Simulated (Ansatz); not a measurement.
Relaxed CaO (rock salt):

```yaml
crystal:
  lattice:
    - [0.00000, 2.41535, 2.41535]
    - [2.41535, 0.00000, 2.41535]
    - [2.41535, 2.41535, 0.00000]
  atoms:
    - { symbol: O, position: [0.00000, 0.00000, 0.00000] }
    - { symbol: Ca, position: [0.50000, 0.50000, 0.50000] }
```

A phonon eigenvector at Γ is frozen into this cell: atom i moves by Q times the vector below, so Q is the largest atomic displacement, in Å. The cell is held. It is one choice among 3 degenerate patterns.

```
atom      x      y       z
----  -----  -----  ------
O1    0.000  0.000   1.000
Ca2   0.000  0.000  -0.399
```

Computed with PBE (plane waves to 420 eV, PAW, scalar-relativistic; Ansatz, a first-principles code). k mesh 12×12×12 (Γ-centred), Fermi-Dirac smearing 0.05 eV. CaO was relaxed with its symmetry unable to fall. 

```json
[
 {"Q (Å)": "-0.280", "−dE/dQ from forces (eV/Å)": "3.215"},
 {"Q (Å)": "-0.233", "−dE/dQ from forces (eV/Å)": "2.229"},
 {"Q (Å)": "-0.187", "−dE/dQ from forces (eV/Å)": "1.498"},
 {"Q (Å)": "-0.140", "−dE/dQ from forces (eV/Å)": "0.960"},
 {"Q (Å)": "-0.093", "−dE/dQ from forces (eV/Å)": "0.563"},
 {"Q (Å)": "-0.047", "−dE/dQ from forces (eV/Å)": "0.258"},
 {"Q (Å)": "0.000", "−dE/dQ from forces (eV/Å)": "0.000"},
 {"Q (Å)": "0.047", "−dE/dQ from forces (eV/Å)": "-0.258"},
 {"Q (Å)": "0.093", "−dE/dQ from forces (eV/Å)": "-0.563"},
 {"Q (Å)": "0.140", "−dE/dQ from forces (eV/Å)": "-0.960"},
 {"Q (Å)": "0.187", "−dE/dQ from forces (eV/Å)": "-1.498"},
 {"Q (Å)": "0.233", "−dE/dQ from forces (eV/Å)": "-2.229"},
 {"Q (Å)": "0.280", "−dE/dQ from forces (eV/Å)": "-3.215"}
]
```

### Question
What harmonic wavenumber does the curvature at Q = 0 give?

### Answer
255 cm⁻¹. E″ = 5.37 eV/Å², M = Σ mᵢ|uᵢ|² = 22.4 u, ν̃ = 521.5·√(|E″|/M).

(For displaced atoms, the force is minus the slope of the energy, and its curvature is a force constant, which sets phonon frequencies.)
